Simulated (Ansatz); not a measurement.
Ba2CuClO2:
```
CELL_PARAMETERS angstrom
      2.14135     1.23631     9.45808
     -2.14135     1.23631     9.45808
      0.00000    -2.47262     9.45808
ATOMIC_POSITIONS crystal
  Ba 0.25442 0.25442 0.25442
  Ba 0.74558 0.74558 0.74558
  Cu 0.50000 0.50000 0.50000
  Cl 0.00000 0.00000 0.00000
  O  0.43696 0.43696 0.43696
  O  0.56304 0.56304 0.56304
```

Relaxed with r²SCAN.

Task: Map the electron localisation function on the plane through (0.254, 0.254, 0.254) spanned by u = [1, 0, 0] and v = [-1, 1, 1] in lattice vectors, from r²SCAN (plane waves, PAW; program Ansatz).

Result: x is the fraction of u, y of v (the angle between them is 42°; rows are the nearest grid lines); atoms in the plane: Ba at (0.00, 0.00), Ba at (0.98, 0.49), Cu at (0.49, 0.25), Cl at (0.49, 0.75), O at (0.37, 0.18), O at (0.62, 0.31).
```
y \ x   0.000  0.100  0.175  0.275  0.375  0.450  0.550  0.625  0.725  0.825  0.900   1.00
------  -----  -----  -----  -----  -----  -----  -----  -----  -----  -----  -----  -----
1.00    0.000  0.868  0.041  0.135  0.017  0.125  0.338  0.123  0.153  0.045  0.891  0.000
0.925   0.883  0.818  0.690  0.445  0.703  0.163  0.018  0.026  0.028  0.022  0.084  0.883
0.850   0.103  0.846  0.804  0.151  0.873  0.870  0.311  0.009  0.009  0.029  0.032  0.103
0.775   0.036  0.025  0.116  0.026  0.861  0.471  0.872  0.394  0.009  0.013  0.032  0.036
0.700   0.034  0.032  0.013  0.007  0.450  0.872  0.678  0.844  0.035  0.262  0.039  0.034
0.625   0.152  0.029  0.026  0.009  0.009  0.253  0.859  0.862  0.067  0.875  0.882  0.152
0.550   0.875  0.080  0.025  0.037  0.047  0.028  0.097  0.617  0.222  0.802  0.614  0.875
0.450   0.057  0.872  0.079  0.250  0.155  0.542  0.559  0.060  0.016  0.015  0.789  0.057
0.375   0.828  0.838  0.231  0.151  0.206  0.144  0.811  0.796  0.064  0.006  0.013  0.828
0.300   0.013  0.300  0.109  0.716  0.163  0.530  0.686  0.248  0.656  0.009  0.010  0.013
0.225   0.012  0.008  0.046  0.833  0.779  0.201  0.457  0.565  0.812  0.053  0.021  0.012
0.150   0.113  0.009  0.007  0.507  0.608  0.789  0.231  0.197  0.308  0.324  0.795  0.113
0.0750  0.867  0.087  0.006  0.013  0.587  0.821  0.279  0.211  0.150  0.486  0.760  0.867
0.000   0.000  0.868  0.041  0.135  0.017  0.125  0.338  0.123  0.153  0.045  0.891  0.000
```

The density is the valence pseudo-density with augmentation charge, so density and ELF within about 1 Å of a nucleus are not all-electron values.

Space group R-3m. The first step of the workflow began from a Materials Project structure, measured or hypothetical; the Crystallography Open Database files this formula in space group No. 166, but the cells were not matched. Its standing as an ambient phase is unchecked. Symmetry was held in the r²SCAN relaxation; whether a distortion lowers the energy is not shown. The run is not spin-polarised. No Hubbard U is applied. Spin–orbit coupling is left out wherever it is not named.

Potentials: the later of the program's two PAW sets.
